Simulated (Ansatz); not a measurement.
Ansatz (a first-principles code) input:

Ansatz 0.2 input:
```yaml
crystal:
  lattice:
    - [3.0373949906, 0.0, 0.0]
    - [-1.5186974953, 2.6304612232, 0.0]
    - [0.0, 0.0, 13.6306574476]
  atoms:
    - { symbol: Ti, position: [0.3333333333, 0.6666666667, 0.0833522263] }
    - { symbol: Ti, position: [0.6666666667, 0.3333333333, 0.9166477737] }
    - { symbol: Ti, position: [0.6666666667, 0.3333333333, 0.5833522263] }
    - { symbol: Ti, position: [0.3333333333, 0.6666666667, 0.4166477737] }
    - { symbol: Al, position: [0.3333333333, 0.6666666667, 0.75] }
    - { symbol: Al, position: [0.6666666667, 0.3333333333, 0.25] }
    - { symbol: C, position: [0.0, 0.0, 0.0] }
    - { symbol: C, position: [0.0, 0.0, 0.5] }
kpoints:
  mp_grid: { grid: [15, 15, 3] }
hamiltonian:
  xc: pbesol
  pseudopotentials: { azcp: { folder: ./paw }, kind: paw }
scf:
  occupations: { method: fermi_dirac, width: 0.1 }
phonons:
  method: dfpt
  response_accuracy: low
  eigenvectors: true
  rigid_motions: translations
```

Output (shortened):

```
Pseudopotential: Ti, paw, valence charge 12
Pseudopotential: Al, paw, valence charge 3
Pseudopotential: C, paw, valence charge 4
Functional definition: PBEsol
Crystal: 8 atoms, lattice volume = 108.906 Å³
Basis set: ecut = 420 eV, 2121 PW (Γ), exchange–correlation on 48×48×192 points (8 copies of the dense FFT grid, shifted against one another)
Bands: 39, of which v1, the nominal top of the filled ones, is band 31 counted from 1 (30 counted from 0)
Symmetry: 24 space group operations
k-points: 184 of 675 (irreducible under 2 space group operations, time reversal used)
SCF iter   1: F=—  HF=-11447.190740 eV  |F-HF|=—  |Δ(HF+E_count)|=         —  Δρ=8.69e-2  dr2=1.32e1  ethr=3.10e-3  ⟨swp⟩=5.6  Hψ=25431  notcnv=0  defer=3
preconditioner: auto → Kerker (q_TF=auto, 2.484 Å⁻¹)
SCF iter   2: F=—  HF=-11444.701229 eV  |F-HF|=—  |Δ(HF+E_count)|=    2.49e0  Δρ=2.83e-2  dr2=2.27e0  ethr=3.10e-3  ⟨swp⟩=4.0  Hψ=17556  notcnv=0
SCF iter   3: F=—  HF=-11444.306224 eV  |F-HF|=—  |Δ(HF+E_count)|=   3.95e-1  Δρ=1.13e-2  dr2=4.50e-1  ethr=3.10e-3  ⟨swp⟩=2.2  Hψ=11135  notcnv=0
SCF iter   4: F=—  HF=-11444.217763 eV  |F-HF|=—  |Δ(HF+E_count)|=   8.85e-2  Δρ=1.70e-3  dr2=1.34e-2  ethr=7.27e-4  ⟨swp⟩=2.6  Hψ=11149  notcnv=0
SCF iter   5: F=—  HF=-11444.215741 eV  |F-HF|=—  |Δ(HF+E_count)|=   2.02e-3  Δρ=4.97e-4  dr2=2.04e-4  ethr=2.16e-5  ⟨swp⟩=2.0  Hψ=9811  notcnv=0
SCF iter   6: F=—  HF=-11444.215721 eV  |F-HF|=—  |Δ(HF+E_count)|=   2.07e-5  Δρ=1.11e-4  dr2=1.36e-5  ethr=3.29e-7  ⟨swp⟩=2.1  Hψ=10586  notcnv=0
SCF iter   7: F=—  HF=-11444.215719 eV  |F-HF|=—  |Δ(HF+E_count)|=   1.64e-6  Δρ=2.27e-5  dr2=9.82e-7  ethr=2.20e-8  ⟨swp⟩=2.4  Hψ=12808  notcnv=0
SCF iter   8: F=—  HF=-11444.215717 eV  |F-HF|=—  |Δ(HF+E_count)|=   2.27e-6  Δρ=5.18e-6  dr2=3.95e-8  ethr=1.58e-9  ⟨swp⟩=2.0  Hψ=9275  notcnv=0
SCF iter  11: F=-11444.215717 eV  HF=-11444.215717 eV  |F-HF|=3.64e-12  |Δ(HF+E_count)|=  4.00e-11  Δρ=5.87e-8  dr2=4.12e-12  ethr=1.00e-12  ⟨swp⟩=6.2  Hψ=30800  notcnv=0
SCF 1 converged in 11 iterations: F = -11444.215717 eV  dr2 = 4.12e-12
DFPT response loops at Γ: preconditioner auto → Kerker (q_TF=auto, 2.484 Å⁻¹) (partly filled bands, converged f_vac=0.000) …
SCF converged after 11 iterations
Free energy (F): -11444.215717 eV
Harris-Foulkes:  -11444.215717 eV  (|F-HF|=3.64e-12)
Internal energy: -11444.121764 eV  (E = F + TS)
E sigma→0 (E₀):  -11444.168740 eV
Entropy (-TS):   -0.093953 eV (-11.744 meV/atom)
Fermi energy:    11.623808 eV
--- Per-component energies (eV) ---
  E_band       = -620.529156
  E_kinetic    = 1342.326087
  E_local      = -5770.615974  (includes V_loc(G=0)·N_el)
  E_nonlocal   = 313.887124
  E_hartree    = 2483.285830
  E_xc         = -633.263879
  E_vxc        = -759.678988  (∫ρ·V_xc dr)
  E_paw        = -5172.697818  (= ΣΔE_a)
  E_vpaw       = -713.018701  (= ΣTr[D̂ρ^β])
  E_aug_tail   = -0.000303  (compensation charges beyond the density's cutoff)
  E_ewald      = -4007.680848
  E_core_change = 0.638017  (= ΣΔE_core)
  E_smearing   = -0.093953  (= −TS)
  E_closure    = 0.000000  (closes the sum)
  Σ components = -11444.215717   (vs F -11444.215717, Δ=0.00e0)
  [band-id]    e_kinetic+e_local+e_nonlocal+2·e_hartree+e_vxc+e_vpaw+e_augmentation_tail = -620.529095   (vs E_band -620.529156, Δ=6.14e-5)
--- Band table (eV; the first three rows and the last of 184) ---
  k-point 0: bands = ["-44.5946", "-44.5946", "-44.5129", "-44.5129", "-21.2661", "-21.2636", "-20.8383", "-20.8356", "-20.7466", "-20.7466", "-20.7465", "-20.7465", "-20.6920", "-20.6920", "-20.6920", "-20.6920", "0.4130", "0.4978", "3.6685", "4.1626", …
  k-point 1: bands = ["-44.5946", "-44.5946", "-44.5129", "-44.5129", "-21.2655", "-21.2642", "-20.8376", "-20.8362", "-20.7466", "-20.7466", "-20.7466", "-20.7466", "-20.6920", "-20.6920", "-20.6920", "-20.6920", "0.4333", "0.4756", "3.7749", "4.0174", …
  k-point 2: bands = ["-44.5915", "-44.5915", "-44.5114", "-44.5113", "-21.2610", "-21.2586", "-20.8454", "-20.8429", "-20.7591", "-20.7589", "-20.7532", "-20.7531", "-20.7068", "-20.7067", "-20.6934", "-20.6934", "0.4781", "0.5579", "3.7620", "4.2302", …
  k-point 183: bands = ["-44.5192", "-44.5192", "-44.4863", "-44.4862", "-21.1860", "-21.1856", "-21.0975", "-21.0971", "-20.9965", "-20.9962", "-20.8698", "-20.8695", "-20.8341", "-20.8338", "-20.7929", "-20.7927", "1.8074", "1.8092", "6.6705", "6.7656", …
--- Phonons (Γ-DFPT): 6 representative perturbations + reference, on 184 of 675 k-points (Σ response iterations 20) ---
  ASR residual: 7.880e-4 → 0.000e0 eV/Å²; symmetrization residual: 7.043e-5 eV/Å²
  ASR residual per site (eV/Å²): 7.88e-4 7.88e-4 7.88e-4 7.88e-4 1.78e-4 1.78e-4 3.42e-4 3.42e-4
  Γ frequencies (cm⁻¹): 0.00 0.00 0.00 97.80 97.80 149.84 149.84 149.92 177.34 177.34 254.57 274.93 274.93 275.49 275.49 317.31 367.53 399.75 610.50 616.33 663.68 663.68 664.09 664.09
  non-analytic LO–TO correction: not included (Born effective charges unavailable; polar crystals: no LO–TO splitting at Γ)
```

Cost: about 10 core-minutes (a rough figure) on shared cores.

Space group P6_3/mmc. The workflow started from a Materials Project entry (that database holds measured and hypothetical structures alike); the Crystallography Open Database copy checked does not list it. Its standing as an ambient phase is unchecked. The cell was relaxed with PBEsol under the symmetry of its start; whether a distortion lowers the energy is not shown. The run is not spin-polarised. As this level gives no gap, phonon frequencies hold no LO–TO term and depend on the k-mesh and smearing (Fermi–Dirac, 0.1 eV here).

Potentials: the earlier of the program's two PAW sets. The files were generated under PBE; for other functionals the program regenerates the frozen cores, and for LDA and PBEsol the local potential too.

Ansatz is a plane-wave DFT program.
